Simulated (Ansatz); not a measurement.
KCl built on the rocksalt prototype, relaxed with r2SCAN, was run in the PAW code Ansatz under altered settings. All numbers are computed, without spin polarisation but where a row says otherwise.

```yaml
crystal:
  lattice:
    - [0.00000, 3.14485, 3.14485]
    - [3.14485, 0.00000, 3.14485]
    - [3.14485, 3.14485, 0.00000]
  atoms:
    - { symbol: K, position: [0.00000, 0.00000, 0.00000] }
    - { symbol: Cl, position: [0.50000, 0.50000, 0.50000] }
```

The base run's other keys:
```yaml
kpoints:
  mp_grid: { grid: [4, 4, 4] }
hamiltonian:
  xc: hse06
scf:
  occupations: { method: fixed }
  n_extra_bands: 4
```

It takes 10 iterations with 1243 plane waves at 420 eV and 8 k points, and leaves a mean stress of +0.48 GPa. The gap over this mesh is 6.505 eV. It ran on 4 threads of Arm Neoverse N1, on a shared host.

Outcomes, with energy and stress as changes against the base:
```
                                     setting    outcome  ΔF (meV/atom)  Δ mean stress (GPa)  gap on the mesh (eV)  iterations  wall time
PBE hybrid, exx coeff 0.15, omega 0.2078 1/Å  converged              –                 +0.1                 5.976           8      6.4 s
   PBE hybrid, exx coeff 0.75, omega 0.1 1/Å  converged              –                 -0.7                10.317          14      7.9 s
   PBE hybrid, exx coeff 0.75, omega 0.5 1/Å  converged              –                 -0.6                 7.287          14      7.7 s
                   scf.exx.singularity: none  converged           -0.2                  0.0                 6.505          10      6.5 s
   PBE hybrid, exx coeff -0.2, omega 0.5 1/Å    refused              –                    –                     –           –     0.03 s
                hamiltonian.dispersion: d3bj  converged           -258                 -1.3                 6.505          10      6.6 s
```
A dash marks a value that wasn't obtained or can't be compared. Stress is positive in compression. The base took 6.6 s.

- PBE hybrid, exx coeff 0.15, omega 0.2078 1/Å. That is 15 % exact exchange, screened with ω = 0.2078 1/Å, against HSE06's 25 % screened at 0.208 1/Å. The mean stress moves by +0.1 GPa and the gap on the mesh by -0.529 eV (to 5.976). Totals of different functionals aren't comparable.
- PBE hybrid, exx coeff 0.75, omega 0.1 1/Å. That is 75 % exact exchange, screened with ω = 0.1 1/Å, against HSE06's 25 % screened at 0.208 1/Å. The mean stress moves by -0.7 GPa and the gap on the mesh by +3.812 eV (to 10.317). Totals of different functionals aren't comparable. The program warns that on this mesh the truncation of the exchange isn't bounded, so part of the change can be an error of the mesh.
- PBE hybrid, exx coeff 0.75, omega 0.5 1/Å. That is 75 % exact exchange, screened with ω = 0.5 1/Å, against HSE06's 25 % screened at 0.208 1/Å. The mean stress moves by -0.6 GPa and the gap on the mesh by +0.782 eV (to 7.287). Totals of different functionals aren't comparable.
- PBE hybrid, exx coeff -0.2, omega 0.5 1/Å. The input is refused before any iteration. Error: invalid value for `hamiltonian.xc.exx.coeff`: must be finite and in (0, 1]; got -0.2
- hamiltonian.dispersion: d3bj. The free energy moves by -258 meV an atom, the mean stress by -1.3 GPa and the gap on the mesh by 0.000 eV (to 6.505). A pairwise correction adds to energy, forces and stress and leaves the bands alone.

Within 1 meV an atom, 0.1 GPa and 0.005 eV of the base stay: scf.exx.singularity: none.

The program warns that its thresholds are loose for a hybrid's stress.

The meshes of the hybrids are coarse, so their gaps aren't converged to the digits shown.
